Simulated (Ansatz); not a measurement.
Consider a crystal of SiB4 in space group P6/mmm (No. 191), with Si on 1a; B on 3f and 1b.

These are results of DFT PBE, scalar-relativistic, plane waves, PAW (Ansatz), not measurements. Cutoff 420 eV, Γ-centred mesh, Gaussian smearing, no spin polarisation.

Energies over the elements count from the elements' standard structures at the same level, with no fitted energy shifts.

Task: Predict the relaxed structure.

Result:

Space group P6/mmm (No. 191). a = 4.010 Å, b = 4.010 Å, c = 4.012 Å, α = 90.00°, β = 90.00°, γ = 120.00°
```
atom  site  symmetry       x       y       z
  Si    1a     6/mmm  0.0000  0.0000  0.0000
   B    3f       mmm  0.5000  0.0000  0.0000
   B    1b     6/mmm  0.0000  0.0000  0.5000
```

Si is surrounded by 8 B at 2.01 Å; B on a site of symmetry mmm has 2 Si at 2.01 Å and 4 B at 2.01 Å; around B on a site of symmetry 6/mmm lie 2 Si at 2.01 Å. Another local minimum with the same sites may exist.

Task: Where does its energy lie, and is it a metal?

Result: The formation energy is +1.59 eV/atom. The gap on the 12×12×10 mesh of the 5-atom cell is 0 eV (a metal). It can't be a ground state, since the elements alone are lower.

The last run used Gaussian smearing of 0.10 eV. Symmetry constrained the relaxation, so the result can be a saddle point.
